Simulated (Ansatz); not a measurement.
## Structure search: one MnAlC4N4 candidate

Level of theory: DFT PBE, scalar-relativistic, plane waves, PAW (Ansatz). Cutoff 420 eV, Gaussian smearing, Γ-centred meshes. Cell and atoms relax first on a coarse mesh and then on a finer one. In between, the cell is made exact in the group found at 0.06 Å. In metals the finer mesh still leaves noise of several meV/atom or more. The steps can't lower the symmetry of their start. Collinear spin, starting moments Mn 4.0 μB.

A trial structure of MnAlC4N4 was built thus: two interpenetrating cyanide-bridged diamond nets (P-43m, No. 215). The dimensions are guesses.

```cif
data_structure
_symmetry_space_group_name_H-M 'P-43m'
_symmetry_Int_Tables_number 215
_cell_length_a 5.8549
_cell_length_b 5.8549
_cell_length_c 5.8549
_cell_angle_alpha 90.000
_cell_angle_beta 90.000
_cell_angle_gamma 90.000
_cell_volume 200.71
loop_
_atom_site_label
_atom_site_type_symbol
_atom_site_symmetry_multiplicity
_atom_site_Wyckoff_symbol
_atom_site_fract_x
_atom_site_fract_y
_atom_site_fract_z
_atom_site_occupancy
Mn1 Mn 1 a 0.00000 0.00000 0.00000 1
Al1 Al 1 b 0.50000 0.50000 0.50000 1
C1 C 4 e 0.19111 0.19111 0.19111 1
N1 N 4 e 0.30648 0.30648 0.30648 1
```

The zero of energy is the elements' standard structures at the same level (N₂ as a molecule); no fitted shifts are applied.

Q: Describe the relaxed structure.

A: The symmetry stays P-43m (No. 215). The volume per atom shrinks by 4.4 %, from 20.1 to 19.2 Å³. The shortest distance goes from 1.17 Å (C–N) to 1.18 Å (C–N). Conventional cell: a = 5.768 Å. Mn is surrounded by 4 C at 1.97 Å; Al has 4 N at 1.84 Å; around C lie 1 N at 1.18 Å and 1 Mn at 1.97 Å; N has 1 C at 1.18 Å and 1 Al at 1.84 Å.

Space group P-43m (No. 215). a = 5.768 Å, b = 5.768 Å, c = 5.768 Å, α = 90.00°, β = 90.00°, γ = 90.00°
| atom | site | symmetry | x | y | z |
| --- | --- | --- | --- | --- | --- |
| Mn | 1a | -43m | 0.0000 | 0.0000 | 0.0000 |
| Al | 1b | -43m | 0.5000 | 0.5000 | 0.5000 |
| C | 4e | .3m | 0.1975 | 0.1975 | 0.1975 |
| N | 4e | .3m | 0.3157 | 0.3157 | 0.3157 |

Q: How does it come out in energy, and is it a metal?

A: The energy over the elements is +0.12 eV/atom, the gap on the 8×8×8 mesh of the 10-atom cell is 0 eV (a metal) and the net moment per atom is 0.40 μB. The moment by site is Mn 2.6 μB.

It can't be a ground state, since the elements alone are lower.

The last run used collinear spin and Gaussian smearing of 0.10 eV. In such compounds of Mn a zero gap at this level may well be an artefact, since no Hubbard U is applied. The reference form of C is held partly by dispersion forces, which this level lacks. The magnetic state reached may not be the lowest. A structure relaxed within its symmetry needn't be a true minimum. Site moments count only spheres around the atoms; the net moment includes the space between them.
